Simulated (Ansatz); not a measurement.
B:
```xyz
4
Lattice="1.4682 -2.6615 0.0000 1.4682 2.6615 0.0000 0.0000 0.0000 3.2661" Properties=species:S:1:pos:R:3 pbc="T T T"
B      1.4682    -1.8319     0.2946
B      1.4682    -0.8296     1.9277
B      1.4682     0.8296     1.3385
B      1.4682     1.8319     2.9715
```

Relaxed with r²SCAN.

Q: Map the electron localisation function on the plane through (0.844, 0.156, 0.090) spanned by u = [0, 0, 1] and v = [1, -1, 0] in lattice vectors, from r²SCAN in the plane-wave PAW code Ansatz.

A: x is the fraction of u, y of v (the angle between them is 90°; rows are the nearest grid lines); atoms in the plane: B at (0.00, 0.00), B at (0.50, 0.81), B at (0.32, 0.50), B at (0.82, 0.31).
```
|  .+**+-:.:-==.  |
|  :*##*+---+*+:  |
|..=###*=--=*##+:.|
|--=+*+:   -*##*+-|
|:::-==.   .+**+-:|
|...-=+-   .=+=-:.|
|  .-*##*=--==-.  |
|  :+#@@@%#+=:.   |
| .-*%@@@@%*-.    |
|:-==+#%@%#=.   .:|
|-==:..-+*+-.  .:-|
|+*+:   .==-...:=+|
|*#*:   .=+=-::=+*|
|###=.  -***=--=*#|
|###+::-*###+::-*#|
|=+=-:-=*##*:   .=|
|==-:..:=+*+:   .=|
|*+-.  .:-==:..:+*|
|%#=.   .:-==+*%@%|
|@%*:    .:-*%@@@@|
|@%*-.    .-*%@@@@|
|=--=-:.   .-*##*=|
|  .=+=-:. .-=+-. |
|  .+**+-:.:-==.  |
```
Scale: ten equal steps from 0.000 (start of ' ') to 0.963 (end of '@'), in the order ' .:-=+*#%@'; x runs from 0.000 to 1.00, y from 0.000 (bottom) to 1.00 (top).

The density is the valence pseudo-density with augmentation charge, so density and ELF within about 1 Å of a nucleus are not all-electron values.

Space group Cmce. The start of the workflow was typed in or built on a structure type; neither database checked (COD, Materials Project) lists it. It is not the phase usual at ambient conditions (space group No. 166). Symmetry was held in the r²SCAN relaxation; its stability against distortions is not shown here.

Potentials: the later of the program's two PAW sets.
